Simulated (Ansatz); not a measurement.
## BaY: one input, then a changed one

The structure comes from a relaxation in the same program, started in the L10 type. Whether it is a known phase or the ground state wasn't checked. The listed cell was then made from it by scaling, straining or moving an atom.

First run: DFT, LDA, all-electron LAPW, scalar-relativistic (Ansatz 0.2.0).

Command: `ansatz run input.yaml --threads 1 --pin off --max-ram 2048MiB --backend cpu --events-out ev --progress --plain --runs-dir out` The run took 71 s on 1 thread of Intel(R) Xeon(R) Processor @ 2.50GHz (Skylake/Cascade Lake) (shared host), peak memory 0.52 GiB.

```yaml
crystal:
  lattice:
    - [3.9038829515, 0.0, 0.0]
    - [0.0, 3.9038829515, 0.0]
    - [0.0, 0.0, 5.8555097825]
  atoms:
    - { symbol: Ba, position: [0.0, 0.0, 0.0] }
    - { symbol: "Y", position: [0.5, 0.5, 0.5] }
kpoints:
  mp_grid: { grid: [11, 11, 8] }
scf:
  occupations: { method: fermi_dirac, width: 0.03 }
hamiltonian:
  xc: lda
  pseudopotentials: { kind: all_electron, lapw: { basis_error: 0.00025 } }
output:
  forces: true
  stress: true
  eigenvalues: true
```

Result: converged; pressure -2.91 GPa; 10 SCF iterations.

Spin polarisation is left out, and whether a magnetic state lies lower isn't shown here.

No spin–orbit coupling, which matters for the heavy atoms here.

The input is then changed:

```diff
@@ -11,7 +11,9 @@
 scf:
   occupations: { method: fermi_dirac, width: 0.03 }
+  lower_state_search: "off"
 hamiltonian:
-  xc: lda
+  xc: pbesol
   pseudopotentials: { kind: all_electron, lapw: { basis_error: 0.00025 } }
+  hubbard: { sites: [{ species: "Y", l: d, u_eff: 1.0 }], double_counting: fll }
 output:
   forces: true
```

**Question.** What does the second run give?

**Answer.** It converged; pressure -1.30 GPa; 12 SCF iterations.

The results part of its log:

```
SCF 1 converged in 12 iterations: F = -313349.659351 eV  dr2 = 9.42e-9
SCF converged after 12 iterations
Free energy (F): -313349.659351 eV
Harris-Foulkes:  -313349.659351 eV  (|F-HF|=8.15e-9)
Internal energy: -313349.646235 eV  (E = F + TS)
E sigma→0 (E₀):  -313349.652793 eV
Entropy (-TS):   -0.013115 eV (-6.558 meV/atom)
Fermi energy:    9.502117 eV
--- Per-component energies (eV) ---
  E_band       = -3282.694307
  E_kinetic    = 330699.208829
  E_xc         = -8234.183469
  E_hubbard    = 0.800715  (on-site DFT+U / exact-exchange correction)
  E_vhub       = 0.593535  (the Hubbard potential's part of the band-sum identity)
  E_electrostatic = -635815.472310  (all electrons and nuclei)
  E_smearing   = -0.013115  (= −TS)
  E_closure    = -0.000000  (closes the sum)
  E_atoms      = -313344.038912  (free atoms, spherical and without spin; not in F)
  Σ components = -313349.659351   (vs F -313349.659351, Δ=0.00e0)
  Basis errors (estimates in eV, not in F): energy 3.1e-5 per atom: plane waves 2.1e-5 (1.1e-5 summed), levels above the bands 2.3e-41, relativity 7.2e-9, radial functions 9.6e-6, core shells 9.1e-8; eigenvalues (radial functions only) 2.3e-7; not estimated: angular momenta, meshes, grids; target (lapw.basis_error) 2.5e-4; muffin-tin radii Y 1.952 Å, Ba 1.952 Å
--- Forces (eV/Å), atoms counted from 1 ---
  atom   1  Ba     0.00000000     0.00000000     0.00000000
  atom   2  Y     -0.00000000     0.00000000     0.00000000
  max |Σ_I F_I| component: 4.68e-31 eV/Å
--- Stress (GPa, compression-positive) ---
       -1.278341      -0.000000       0.000000
       -0.000000      -1.278341      -0.000000
        0.000000      -0.000000      -1.334064
  P = ⅓ Tr σ = -1.2969 GPa (-12.969 kbar)
--- Band table (eV; the first three rows and the last of 105) ---
  k-point 0: bands = ["-165.3948", "-165.3948", "-165.3895", "-137.5308", "-137.5260", "-137.5260", "-137.5113", "-137.5068", "-74.3232", "-74.3177", "-74.3152", "-74.3138", "-74.3138", "-34.3140", "-18.6154", "-14.3217", "-14.1834", "-14.1834", "-3.8620", "-3.4614", "-3.4614", "5.6427", "8.3388", "9.0408", "11.0208", "11.2258", "11.2468", "11.2468", "12.4679"]
  k-point 1: bands = ["-165.3948", "-165.3948", "-165.3895", "-137.5308", "-137.5260", "-137.5260", "-137.5113", "-137.5068", "-74.3232", "-74.3177", "-74.3152", "-74.3138", "-74.3138", "-34.3140", "-18.6159", "-14.3212", "-14.1834", "-14.1834", "-3.8694", "-3.4615", "-3.4615", "5.7529", "8.3299", "9.0844", "10.9079", "11.0126", "11.2976", "11.2976", "12.3502"]
  k-point 2: bands = ["-165.3948", "-165.3948", "-165.3895", "-137.5308", "-137.5260", "-137.5260", "-137.5113", "-137.5068", "-74.3232", "-74.3177", "-74.3152", "-74.3138", "-74.3138", "-34.3139", "-18.6169", "-14.3198", "-14.1833", "-14.1833", "-3.8873", "-3.4617", "-3.4617", "6.0659", "8.2348", "9.2095", "10.6307", "10.6325", "11.4411", "11.4411", "11.9931"]
  k-point 104: bands = ["-165.3948", "-165.3947", "-165.3895", "-137.5308", "-137.5260", "-137.5260", "-137.5113", "-137.5068", "-74.3231", "-74.3177", "-74.3152", "-74.3138", "-74.3138", "-34.3013", "-18.4785", "-14.2971", "-14.2900", "-14.2898", "-4.1535", "-4.1515", "-3.6676", "8.8276", "9.2721", "9.4978", "9.6695", "10.1667", "10.2372", "10.8388", "12.8468"]
Occupation matrices written to <dir>
```
